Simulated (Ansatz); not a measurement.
This guess for Mg₂Ge₂N is about to be relaxed.

```cif
data_structure
_symmetry_space_group_name_H-M 'P 1'
_symmetry_Int_Tables_number 1
_cell_length_a 5.8254
_cell_length_b 5.8254
_cell_length_c 5.8254
_cell_angle_alpha 138.930
_cell_angle_beta 138.930
_cell_angle_gamma 59.482
_cell_volume 84.48
loop_
_atom_site_label
_atom_site_type_symbol
_atom_site_fract_x
_atom_site_fract_y
_atom_site_fract_z
_atom_site_occupancy
Mg1 Mg 0.38400 0.38400 0.00000 1
Mg2 Mg 0.61600 0.61600 0.00000 1
Ge1 Ge 0.75000 0.25000 0.50000 1
Ge2 Ge 0.25000 0.75000 0.50000 1
N1 N 0.00000 0.00000 0.00000 1
```

Level of theory: DFT PBE, scalar-relativistic, plane waves, PAW (Ansatz 0.2.0). Cutoff 420 eV, Gaussian smearing, Γ-centred meshes. Cell and atoms relax first on a coarse mesh and then on a finer one. In between, the cell is made exact in the group found at 0.06 Å. In metals the finer mesh still leaves noise of several meV/atom or more. The steps can't lower the symmetry of their start. No spin polarisation.

A guess keeps its type if space group and coordination stay and the shape of the cell changes little (axis ratios within about 15 %, angles within 6°); the volume may change.

Q: Does it keep its structure type, or change into something else?

A: It doesn't keep its type. The symmetry stays I4/mmm (No. 139). The volume per atom grows by 4.5 %, from 16.9 to 17.7 Å³. The shortest distance goes from 2.35 Å (Mg–Mg) to 2.40 Å (Ge–Ge). The ratio c/a of the conventional cell changes by a factor of 1.83. Counting neighbours within 15 % of an atom's shortest distance, the start has Ge 4, Mg 5, N 16 and the end Ge 4, Mg 5, N 8. In detail, at the end Mg is surrounded by 1 Mg at 2.57 Å, 4 N at 2.72 Å and 4 Ge at 3.07 Å; Ge has 4 Ge at 2.40 Å; N is surrounded by 8 Mg at 2.72 Å.

```
Mg Ge N
1.0
    -1.69468    1.69468    7.68552
     1.69468   -1.69468    7.68552
     1.69468    1.69468   -7.68552
Mg Ge N
2 2 1
Direct
  0.41655 0.41655 0.00000
  0.58345 0.58345 0.00000
  0.75000 0.25000 0.50000
  0.25000 0.75000 0.50000
  0.00000 0.00000 0.00000
```

Energies over the elements count from the elements' standard structures at the same level (N₂ as a molecule), with no fitted energy shifts.

Q: At what energy does it end?

A: +0.53 eV/atom. It can't be a ground state, since the elements alone are lower.

The last run used a 16×16×16 mesh for its 5-atom cell and Gaussian smearing of 0.10 eV. Symmetry constrained the relaxation, so the result can be a saddle point. Another cell of Mg2Ge2N relaxed alike, in P-3m1, lies 0.81 eV/atom lower, so this cell isn't the stable form at this level.
